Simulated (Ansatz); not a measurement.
The elements of this relaxed trial crystal are hidden behind letters.

```
lattice vectors (Å)
   4.0542    0.0000    0.0000
   0.0000   12.1581    0.0000
   0.0000    0.0000    5.7293
fractional positions
X 0.0000 0.8331 0.0000
X 0.0000 0.1669 0.0000
X 0.5000 0.3335 0.4999
X 0.0000 0.5000 0.0000
X 0.5000 0.6665 0.4999
Z 0.5000 0.0000 0.5001
Q 0.5000 0.8328 0.7508
Q 0.0000 0.0000 0.2482
Q 0.5000 0.1672 0.7508
Q 0.0000 0.3335 0.2501
Q 0.5000 0.5000 0.7502
Q 0.0000 0.6665 0.2501
```

Method: DFT PBE, scalar-relativistic, plane waves, PAW in Ansatz. Plane waves to 420 eV, an 8×4×6 mesh through Γ for the 12-atom cell and 0.02 eV Gaussian smearing; no spin polarisation.

| Item | Value |
| --- | --- |
| Space group | Pmm2 (No. 25) |
| Conventional cell | a = 4.054 Å, b = 12.158 Å, c = 5.729 Å |
| Volume per atom | 23.53 Å³ |
| Density | 3.85 g/cm³ |
| Energy over the elements | −0.464 eV/atom |
| Gap on the 8×4×6 mesh of the 12-atom cell | 1.43 eV |

Energies are uncorrected and count from the elements' standard states at the same level.

Problem. X is a p-block element of period 3, Z is a p-block element of period 4 and Q is a p-block element of period 4. Which elements are they?

Solution. X = Al, Z = Ga, Q = As, so the formula is Al5GaAs6. Density times volume gives a mean mass of 3.85 × 23.53/1.6605 = 54.6 u per atom, and this set has 54.5 u. Al on a site of symmetry m has 4 As at 2.48 Å; Ga has 4 As at 2.49 Å; around As on a site of symmetry m lie 3 Al at 2.48 Å and 1 Ga at 2.49 Å; 5 more sites not described. Other sets within the hints have nearly the same mass, so mass alone doesn't settle it; this one was computed.

Kohn–Sham gaps at this level usually fall short of measured ones. A structure relaxed within its symmetry needn't be a true minimum.
